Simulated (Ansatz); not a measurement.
**Data sheet: AgAu (DFT)**

AgAu:
```yaml
crystal:
  lattice:
    - [1.43302, 0.82736, 4.71916]
    - [-1.43302, 0.82736, 4.71916]
    - [0.00000, -1.65471, 4.71916]
  atoms:
    - { symbol: Ag, position: [0.00000, 0.00000, 0.00000] }
    - { symbol: Au, position: [0.50000, 0.50000, 0.50000] }
```

Space group R-3m (No. 166); conventional cell a = b = 2.866 Å, c = 14.157 Å, α = β = 90.00°, γ = 120.00°.

Method: the program Ansatz at the PBEsol level (PAW). Structure relaxed to zero pressure with the same functional. Other levels are named where they apply.

**Cell and energy**

- Volume per atom = 16.79 Å³
- Density = 15.08 g/cm³
- Formation energy from the elements (no fitted shifts) = -0.046 eV/atom

**Electronic structure**

* **Electronic character**: metallic (no gap)
* **Density of states at the Fermi level**: 0.28 states/eV per atom (mean over ±0.08 eV)
* **Gap with spin–orbit coupling**: none (metallic)

**Mechanics**

- Bulk modulus (Birch–Murnaghan fit): 147 GPa
- Pressure derivative B′: 5.8
- Elastic constants (relaxed ions, GPa): C11 = 209, C12 = 129, C13 = 110, C14 = -14.0, C33 = 211, C44 = 27.1
- Mechanical stability: stable (all eigenvalues of C positive)
- Hill bulk and shear moduli: 147 and 33.6 GPa
- Young's modulus: 93.8 GPa
- Poisson's ratio: 0.39
- Debye temperature from the elastic constants: 196 K

**Phonons**

* **Highest zone-centre frequency**: 168 cm⁻¹
* **Zone-centre stability**: no imaginary mode at Γ

The workflow started from a Materials Project entry (that database holds measured and hypothetical structures alike); the Crystallography Open Database copy checked does not list it. With Ag and Au taken as one species the cell has the higher symmetry Fm-3m, so it may be an ordered model of a mixed-site phase. Its standing as an ambient phase is unchecked. Symmetry was held in the PBEsol relaxation. No spin polarisation was allowed. As this level gives no gap, shear constants depend on the k-mesh and smearing (Fermi–Dirac, 0.1 eV here). As this level gives no gap, phonon frequencies hold no LO–TO term and depend on the k-mesh and smearing (Fermi–Dirac, 0.1 eV here). Axis ratios of metals converge slowly with the k-mesh, so a and c are less sure than the volume. On the denser mesh and wider smearing of the elastic run this cell carries a stress of 0.4 GPa. The references are the lowest solids computed at this level, not always the standard phases. Spin–orbit coupling is left out wherever it is not named.

Potentials: the later of the program's two PAW sets.
